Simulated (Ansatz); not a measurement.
The start is a generated trial cell of PbS in the rocksalt structure type. A full variable-cell relaxation at zero pressure is run with PBE (plane waves to 420 eV, PAW, scalar-relativistic; Ansatz, a program for electronic structure). The first steps use a coarse 7×7×7 k-mesh.

The start:
```
PbS
1.0
    0.00000     2.88380     2.88380
    2.88380     0.00000     2.88380
    2.88380     2.88380     0.00000
S Pb
1 1
Direct
  0.00000   0.00000   0.00000
  0.50000   0.50000   0.50000
```

Question: How much energy is released per atom?

Answer: 0.07 eV/atom.

Question: How do the shortest distances between atoms change?

Answer: The closest pairs of elements (up to four, under 3.6 Å), start → end: Pb–S 2.88 → 3.00 Å.

Question: Is the relaxed structure metallic? Give its gap.

Answer: 0.50 eV, direct (no spin-orbit coupling).

Question: Give the final cell and atomic positions.

Answer: 
Space group Fm-3m (No. 225); a = b = c = 6.009 Å, α = β = γ = 90.00°

```tsv
atom	site	symmetry	x	y	z
S	4a	m-3m	0.0000	0.0000	0.0000
Pb	4b	m-3m	0.5000	0.5000	0.5000
```
(The calculation used a cell of 2 atoms; values per cell refer to that cell.)

The space group stays Fm-3m (No. 225) (the run could not lower it); the end is rock salt type, with 2 atoms in the primitive cell. Final values are on a 10×10×10 k-mesh of the relaxed cell. No spin polarisation in the result. Without spin-orbit coupling the bands of the heavy element are not split, so the gap can be far off.

The run could not lose the symmetry of its start.

All atoms sit on sites fixed by symmetry, so only the cell could relax.
